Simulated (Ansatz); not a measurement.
Given:

SnO2:
```yaml
crystal:
  lattice:
    - [3.55729, 0.00000, 0.00000]
    - [0.00000, 3.55729, 0.00000]
    - [0.00000, 0.00000, 5.40033]
  atoms:
    - { symbol: Sn, position: [0.00000, 0.00000, 0.00000] }
    - { symbol: Sn, position: [0.50000, 0.50000, 0.50000] }
    - { symbol: O, position: [0.00000, 0.50000, 0.18210] }
    - { symbol: O, position: [0.00000, 0.50000, 0.68210] }
    - { symbol: O, position: [0.50000, 0.00000, 0.31790] }
    - { symbol: O, position: [0.50000, 0.00000, 0.81790] }
```

This is the PBEsol-relaxed structure.

Task: All from plane-wave PAW PBEsol (Ansatz code), unless another level is named. Give the Born charges (a third of the trace).

Result: Sn +4.47, O -2.24 e.

Task: Next, the electronic dielectric constant ε∞ (DFPT)?

Result: 5.69 (xx = yy), 5.52 (zz).

Space group P4_2/nmc. A made-up cell: these elements were put on the sites of a structure type; neither database checked (COD, Materials Project) lists it. It is not the phase usual at ambient conditions (space group No. 136). The PBEsol relaxation kept the symmetry of its start. At this level the phase is dynamically unstable (imaginary phonons). Scalar-relativistic: spin–orbit coupling is off unless named, which matters more the heavier the elements.

Potentials: the earlier of the program's two PAW sets. The files were generated under PBE; for other functionals the program regenerates the frozen cores, and for LDA and PBEsol the local potential too.
